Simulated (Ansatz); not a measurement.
Ansatz input

```yaml
crystal:
  lattice:
    - [3.3917554201, 0.0, 0.0]
    - [-1.69587771, 2.9373463573, 0.0]
    - [0.0, 0.0, 11.0105116074]
  atoms:
    - { symbol: In, position: [0.0, 0.0, 1.0] }
    - { symbol: In, position: [0.0, 1.0, 0.5] }
    - { symbol: In, position: [0.3333333333, 0.6666666667, 0.25] }
    - { symbol: In, position: [0.6666666667, 0.3333333333, 0.75] }
hamiltonian:
  xc: blyp
  pseudopotentials:
    kind: paw
    azcp:
      In: "pseudopotentials/In.paw.azcp"
basis:
  ecutwfc: 420
  fft_grid_basis: typed
kpoints:
  mp_grid: { grid: [12, 12, 3], shift: [0, 0, 0] }
magnetization:
  spin_polarized: false
scf:
  occupations: { method: fermi_dirac, width: 0.1 }
  lower_state_search: "off"
output:
  stress: true
```

Terminal output

```
Engine: ansatz 0.2.0, x86_64-unknown-linux-gnu
Pseudopotentials: kind: paw
Pseudopotential: In, paw, valence charge 13, recommended cutoff 420 eV (normal) 
Functional definition: BLYP
  parameter beta = 0.0042
  parameter a = 0.04918
  parameter b = 0.132
  parameter c = 0.2533
  parameter d = 0.349
  exchange = b88_x(beta = beta)
  correlation = lyp_c(a = a, b = b, c = c, d = d)
Crystal: 4 atoms, lattice volume = 109.695 Å³
Basis set: ecut = 420 eV, 2161 PW (Γ), exchange–correlation on 48×48×150 points (8 copies of the dense FFT grid, shifted against one another)
Bands: 30, of which v1, the nominal top of the filled ones, is band 26 counted from 1 (25 counted from 0)
Symmetry: 24 space group operations
Space group: P63/mmc (ITA 194), of the structure as read, at distance tolerance 4.8e-5 Å
k-points: 38 of 432
Non-local potential: In, projectors of the file, l = 0: 2, l = 1: 2, l = 2: 2, l = 3: 2
PAW form: soft (Blöchl's): semilocal exchange-correlation on the pseudo side does not see the compensation charge
PAW frozen core: In, regenerated for the run's functional, and the local potential with it (the file was generated under x = pbe(κ = 0.804, μ = 0.2195149727645171), c = pbe(β = 0.06672455060314922))
PAW one-centre angular grid: In, 590 points (default); XC on 64 Gauss nodes
Initial density: superposition of atomic densities (neutral atoms: chi_scale 0, normalization atom), corrected by the library's trained network
Initial wavefunctions: pseudopotential atomic-orbital guess
Functional: x = b88, c = lyp
SCF iter   1: F=—  HF=-22455.103828 eV  |F-HF|=—  |Δ(HF+E_count)|=         —  Δρ=5.61e-3  dr2=2.29e-2  ethr=1.77e-3  ⟨swp⟩=6.8  Hψ=10227  notcnv=0  defer=5
automatic band count: the SCF goes on with 34 bands, as 30 were too few: the levels above may hold too much charge
SCF iter   2: F=—  HF=-22455.100643 eV  |F-HF|=—  |Δ(HF+E_count)|=   3.18e-3  Δρ=3.67e-3  dr2=1.06e-2  ethr=4.40e-5  ⟨swp⟩=1.0  Hψ=1597  notcnv=0  defer=5
SCF iter   3: F=—  HF=-22455.102595 eV  |F-HF|=—  |Δ(HF+E_count)|=   1.95e-3  Δρ=1.28e-3  dr2=1.43e-3  ethr=2.04e-5  ⟨swp⟩=3.0  Hψ=2276  notcnv=0  defer=5
SCF iter   4: F=—  HF=-22455.102153 eV  |F-HF|=—  |Δ(HF+E_count)|=   4.42e-4  Δρ=3.03e-4  dr2=1.63e-4  ethr=2.75e-6  ⟨swp⟩=2.1  Hψ=2106  notcnv=0  defer=5
SCF iter   5: F=—  HF=-22455.102209 eV  |F-HF|=—  |Δ(HF+E_count)|=   5.68e-5  Δρ=1.94e-4  dr2=2.95e-5  ethr=3.13e-7  ⟨swp⟩=2.7  Hψ=2272  notcnv=0  defer=5
SCF iter   6: F=—  HF=-22455.102207 eV  |F-HF|=—  |Δ(HF+E_count)|=   2.48e-6  Δρ=7.32e-5  dr2=4.10e-6  ethr=5.68e-8  ⟨swp⟩=2.0  Hψ=1475  notcnv=0  defer=5
SCF iter   7: F=—  HF=-22455.102206 eV  |F-HF|=—  |Δ(HF+E_count)|=   5.26e-7  Δρ=1.23e-5  dr2=1.09e-7  ethr=7.89e-9  ⟨swp⟩=2.0  Hψ=2248  notcnv=0  defer=5
SCF iter   8: F=-22455.102206 eV  HF=-22455.102206 eV  |F-HF|=2.55e-10  |Δ(HF+E_count)|=   4.33e-8  Δρ=1.86e-6  dr2=2.58e-9  ethr=1.92e-10  ⟨swp⟩=4.0  Hψ=3674  notcnv=0
SCF 1 converged in 8 iterations: F = -22455.102206 eV  dr2 = 2.58e-9
SCF converged after 8 iterations
Free energy (F): -22455.102206 eV
Harris-Foulkes:  -22455.102206 eV  (|F-HF|=2.55e-10)
Internal energy: -22455.034680 eV  (E = F + TS)
E sigma→0 (E₀):  -22455.068443 eV
Entropy (-TS):   -0.067526 eV (-16.882 meV/atom)
Fermi energy:    10.026957 eV
--- Per-component energies (eV) ---
  E_band       = -104.175715
  E_kinetic    = 966.697557
  E_local      = -4411.830955  (includes V_loc(G=0)·N_el)
  E_nonlocal   = 1456.439150
  E_hartree    = 1728.637643
  E_xc         = -856.008084
  E_vxc        = -393.145855  (∫ρ·V_xc dr)
  E_paw        = -16676.763874  (= ΣΔE_a)
  E_vpaw       = -1179.613984  (= ΣTr[D̂ρ^β])
  E_aug_tail   = 0.000104  (compensation charges beyond the density's cutoff)
  E_ewald      = -4661.449694
  E_core_change = -0.756526  (= ΣΔE_core)
  E_smearing   = -0.067526  (= −TS)
  E_closure    = -0.000000  (closes the sum)
  Σ components = -22455.102206   (vs F -22455.102206, Δ=0.00e0)
--- Stress (GPa, compression-positive) ---
        3.920366       0.000000       0.000000
       -0.000000       3.920366       0.000000
        0.000000       0.000000       4.188470
  P = ⅓ Tr σ = 4.0097 GPa (40.097 kbar)
```
